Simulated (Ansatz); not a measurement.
This is a known allotrope of La, reached from a generated start. Known forms of La include space group No. 194.

A relaxed cell of La (Im-3m (No. 229)), relaxed on a k-mesh at least as fine as the one used below. Computed with PBEsol (plane waves to 420 eV, PAW, scalar-relativistic; Ansatz, a program for electronic structure). Γ-centred k-mesh 11×11×11 on the run's cell (coarser than for final values), Fermi–Dirac smearing 0.05 eV.

```
CELL_PARAMETERS angstrom
     -4.11072     4.11072     4.11072
      2.05536    -2.05536     2.05536
      2.05536     2.05536    -2.05536
ATOMIC_POSITIONS crystal
  La 0.00000 0.00000 0.00000
  La 0.50000 0.00000 0.00000
```

The atoms are displaced along an unstable phonon of this cell by (Å):

```tsv
atom	ux	uy	uz
La1	0.000	0.106	-0.106
La2	0.000	-0.106	0.106
```

Q: What forces (eV/Å) and pressure result?

A: 
| atom | Fx | Fy | Fz |
|---|---|---|---|
| La1 | 0.00 | 0.12 | -0.12 |
| La2 | 0.00 | -0.12 | 0.12 |

Pressure 0.0 GPa.

The undisplaced cell is probably no minimum: from this displacement the run went on to P6₃/mmc (No. 194), 0.11 eV/atom below it.

No spin polarisation in the result. A magnetic state may lie lower.
